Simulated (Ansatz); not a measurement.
Relaxed-ion elastic tensor of Ag (simple cubic, space group No. 221) in GPa (Voigt order), DFT-r²SCAN in the program Ansatz with PAW potentials; density 8.95 g/cm³, 20.01 Å³ per atom.

```tsv
	1	2	3	4	5	6
1	211	13.6	13.6	0.0	0.0	0.0
2	13.6	211	13.6	0.0	0.0	0.0
3	13.6	13.6	211	0.0	0.0	0.0
4	0.0	0.0	0.0	-12.2	0.0	0.0
5	0.0	0.0	0.0	0.0	-12.2	0.0
6	0.0	0.0	0.0	0.0	0.0	-12.2
```

**Question.** Is the crystal mechanically stable?

**Answer.** No: the smallest eigenvalue of C is -12.2 GPa.

Space group Pm-3m (simple cubic). The cell is a constructed one: a structure type filled with these elements; neither database checked (COD, Materials Project) lists it. It is not the phase usual at ambient conditions (space group No. 225). Symmetry was held in the r²SCAN relaxation. At this level the phase is mechanically unstable. The run is not spin-polarised. As this level gives no gap, shear constants depend on the k-mesh and smearing (Fermi–Dirac, 0.1 eV here).

Potentials: the earlier of the program's two PAW sets.
